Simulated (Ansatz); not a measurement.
Here is the system:

Li:
```xyz
2
Lattice="3.0533 0.0000 0.0000 -1.5266 2.6442 0.0000 0.0000 0.0000 5.0031" Properties=species:S:1:pos:R:3 pbc="T T T"
Li     0.0000     1.7628     1.2508
Li     1.5266     0.8814     3.7524
```

This is the PBEsol-relaxed structure.

**Question.** All from plane-wave PAW PBEsol (Ansatz code), unless another level is named. Give the highest zone-centre frequency.

**Answer.** 9.57 THz.

**Question.** Next, the Young's modulus?

**Answer.** 14.6 GPa.

Space group P6_3/mmc (hcp (Mg type)). The first step of the workflow began from a Materials Project structure, measured or hypothetical; the Crystallography Open Database files this formula in space group No. 194, but the cells were not matched. It is not the phase usual at ambient conditions (space group No. 229). The cell was relaxed with PBEsol under the symmetry of its start; of distortions, only those at the zone centre were tested. As this level gives no gap, phonon frequencies hold no LO–TO term and depend on the k-mesh and smearing (Fermi–Dirac, 0.1 eV here).

Potentials: the earlier of the program's two PAW sets.
